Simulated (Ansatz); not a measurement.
BaSrNbBiO₆ (F-43m), zone-centre modes

Theory: DFT PBE, scalar-relativistic, plane waves, PAW (Ansatz). The runs took a 420 eV cutoff, a Γ-centred 6×6×6 mesh and Gaussian smearing (0.05 eV). Spin–orbit coupling is left out, which can shift energies with elements as heavy as these. No spin polarisation.

Reference structure (relaxed at this level; it needn't be the usual structure):

```
CELL_PARAMETERS angstrom
0.00000 4.31036 4.31036
4.31036 0.00000 4.31036
4.31036 4.31036 0.00000
ATOMIC_POSITIONS crystal
Ba 0.25000 0.25000 0.25000
Sr 0.75000 0.75000 0.75000
Nb 0.50000 0.50000 0.50000
Bi 0.00000 0.00000 0.00000
O 0.73125 0.26875 0.26875
O 0.26875 0.73125 0.73125
O 0.73125 0.73125 0.26875
O 0.26875 0.26875 0.73125
O 0.26875 0.73125 0.26875
O 0.73125 0.26875 0.73125
```

Harmonic modes by finite displacements of 0.02 Å, without the LO–TO term.

**Question.** At this geometry, is the structure stable against these modes?

**Answer.** No: 6 modes are unstable, the strongest at 175i cm⁻¹.

**Question.** List the wavenumbers in cm⁻¹.

**Answer.** 175i, 175i, 175i, 104i, 104i, 104i, 0, 0, 0, 63, 63, 63, 76, 76, 76, 110, 110, 110, 263, 263, 263, 326, 326, 326, 393, 393, 393, 533, 533, 771.

Cost: 1 run of about 4.3 core-minutes, on Arm Neoverse V2 (shared hosts).